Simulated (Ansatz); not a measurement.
## Self-consistent spin–orbit runs of Mn3Cu along several axes

These are results of Ansatz, DFT PBE, spin-orbit coupling, plane waves, PAW, not measurements.

```
CELL_PARAMETERS angstrom
0.00000 2.91961 2.91961
2.91961 0.00000 2.91961
2.91961 2.91961 0.00000
ATOMIC_POSITIONS crystal
Mn 0.25000 0.25000 0.25000
Mn 0.75000 0.75000 0.75000
Mn 0.50000 0.50000 0.50000
Cu 0.00000 0.00000 0.00000
```

```
plane-wave cutoff                               : 420 eV
Γ-centred k-mesh                                : 12×12×12
occupation rule                                 : Gaussian smearing, 0.1 eV
list of starting moments (μB, in atom order)    : 4 4 4 0
check for lower electronic states after the SCF : on
```

The moments start along each conventional axis in turn. Free energies count from the first axis and are rough on this mesh. The states are those that the runs reached from these starts; a lower one can exist.

| axis | Cartesian direction | ΔF (meV/cell) | site spin moments along the axis, as the non-collinear run integrates them (μB) |
| --- | --- | --- | --- |
| c | 0.000 0.000 1.000 | 0.000 | Mn +2.53 (×2), Mn -2.48, Cu +0.18 |
| a+b+c | 0.577 0.577 0.577 | 0.000 | Mn +2.53 (×2), Mn -2.48, Cu +0.18 |

Cost: 2 runs of about 13 core-minutes in all, on Intel Xeon 6975P-C (Granite Rapids) (shared hosts).